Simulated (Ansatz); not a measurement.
Each is relaxed and computed with the program Ansatz at the r²SCAN level (PAW). Which is the only one with a gap?
A) GaSb, rock salt
B) LiCl, rock salt
C) NbSi, rock salt
D) LiC6, P6/mmm (Li on 1a, C on 6k)

B, LiCl, rock salt. LiCl: gap 7.29 eV; LiC6: metal; GaSb: metal; NbSi: metal. Constructed cells (a structure type filled with these elements, in neither database checked): NbSi, rock salt. Typed or built starts, not in the databases checked: GaSb, rock salt. Not the usual ambient phase: GaSb, rock salt. Standing as an ambient phase not checked: LiC6, P6/mmm (Li on 1a, C on 6k). All cells were relaxed under the symmetry of their starts (and spin orders); stability against distortions was not tested throughout. Rows with no word on spin ran without spin polarisation. Scalar-relativistic: spin–orbit coupling is off unless named, which matters more the heavier the elements.

Potentials: the later of the program's two PAW sets.
